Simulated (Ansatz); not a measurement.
**Slab of bcc Ta (111), 6 layers**

The slab is cut from the bcc crystal, the stable phase, as relaxed on PAW files (18.29 Å³/atom), with 16 Å of vacuum and a dipole correction:

```
Ta
1.0
     4.69456    0.00000    0.00000
    -2.34728    4.06561    0.00000
     0.00000    0.00000   20.79140
Ta
6
Cartesian
  0.0000 1.3552 8.0000
  0.0000 4.0656 8.9583
  2.3473 2.7104 9.9166
  0.0000 1.3552 10.8748
  0.0000 4.0656 11.8331
  2.3473 2.7104 12.7914
```

Level of theory: DFT with PBE, scalar-relativistic, in Ansatz 0.2.0; a Γ-centred 9×9×1 k mesh, Fermi–Dirac smearing of 0.08 eV, no spin polarisation. LAPW: all electrons, basis error target 1 meV/atom; PAW: frozen-core files, cutoff 420 eV.

The bulk energy comes from a cell in the slab's orientation on a 9×9×13 mesh. The surface energy is (E(slab) − N·E(bulk))/2A at zero smearing, the mean of both faces; thin slabs carry quantum-size effects.

Spin–orbit coupling is left out, which matters for the heavy atoms.

**Question.** As cut, the LAPW slab lies 7.327 eV above 6 atoms of bulk. What surface energy is that?

**Answer.** Over two faces of 19.09 Å² it is 191.9 meV/Å², and times 16.02 J/m² per eV/Å² that gives γ = 3.075 J/m².

| method | γ as cut (J/m²) | γ relaxed (J/m²) | Φ as cut (eV) | Φ relaxed (eV) |
| --- | --- | --- | --- | --- |
| LAPW | 3.075 | 2.708 | 3.43 | 3.68 |
| PAW | 3.085 | 2.716 | 3.44 | 3.69 |

**Question.** How do the spacings between the planes relax?

**Answer.** From the bottom face up: d12 -23.1 % of 0.958 Å, d23 -21.6 % of 0.958 Å, d34 +24.8 % of 0.958 Å, d45 -21.6 % of 0.958 Å, d56 -23.1 % of 0.958 Å.

**Question.** A field of 0.3 V/Å is applied along the normal, atoms held. What follows?

**Answer.** LAPW finds an induced dipole of 0.2481 e·Å a cell (PAW 0.2481), that is 7.84 Å for 4πα over the area, against 4.17 Å between the outer atoms.

**Question.** A 4f core hole is made on one atom of each kind in every 1×1 cell (PAW hole dataset, neutral cell, valence without spin). What does it cost by layer?

**Answer.** layer 1 23.07 eV, layer 2 22.63 eV, layer 3 23.03 eV. Shifts between layers mean more than the absolute values, and a whole layer of holes screens otherwise than one hole.

**Question.** In the relaxed 1×1 cell, replace the outer, then the middle Ta by W, which changes a whole layer. What shift does this Z+1 picture give?

**Answer.** E(outer) − E(middle) = +0.11 eV by LAPW and +0.11 eV by PAW; a positive value puts the surface line at higher binding energy.
